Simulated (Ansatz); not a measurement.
Below is a relaxed structure of Zr₅TiC₆. The cell was found from a structure generator's guess, not taken from experiment.

Level of theory: Ansatz, DFT PBE, scalar-relativistic, plane waves, PAW. Cutoff 420 eV, Γ-centred mesh, Gaussian smearing, no spin polarisation.

```xyz
12
Lattice="3.2978 0.0000 0.0000 0.0000 3.2978 0.0000 0.0000 0.0000 13.9364" Properties=species:S:1:pos:R:3 pbc="T T T"
Zr    0.0000    0.0000    2.3649
Zr    1.6489    1.6489    4.7300
Zr    1.6489    1.6489    9.2064
Zr    0.0000    0.0000   11.5714
Zr    1.6489    1.6489    0.0000
Ti    0.0000    0.0000    6.9682
C     0.0000    0.0000    0.0000
C     1.6489    1.6489    2.3578
C     0.0000    0.0000    4.7564
C     1.6489    1.6489    6.9682
C     0.0000    0.0000    9.1799
C     1.6489    1.6489   11.5786
```

The zero of energy is the elements' standard structures at the same level; no fitted shifts are applied.

Problem. What space group does it have?

Solution. P4/mmm (No. 123), with Zr and Ti ordered on rock salt sites. Conventional cell: a = 3.298 Å, c = 13.936 Å. Zr on a site of symmetry 4mm is surrounded by 6 C at 2.33–2.39 Å; Zr on a second site of symmetry 4mm is surrounded by 6 C at 2.24–2.37 Å and 4 Ti at 3.23 Å; Ti is surrounded by 6 C at 2.21–2.33 Å and 8 Zr at 3.23 Å; C on a site of symmetry 4/mmm has 6 Zr at 2.33–2.36 Å; 4 more sites not described.

Problem. What is its formation energy per atom?

Solution. −0.81 eV/atom. Whether it is stable depends on the other phases of the system, which aren't compared here.

Problem. Is it a metal?

Solution. Yes, bands cross the Fermi level on the 12×12×4 mesh.

The last run used a 12×12×4 mesh (in the run's order of axes) for its 12-atom cell and Gaussian smearing of 0.10 eV. The reference form of C is held partly by dispersion forces, which this level lacks. A later test with randomly moved atoms came back to the same energy, though modes that don't fit the test's cell weren't probed.
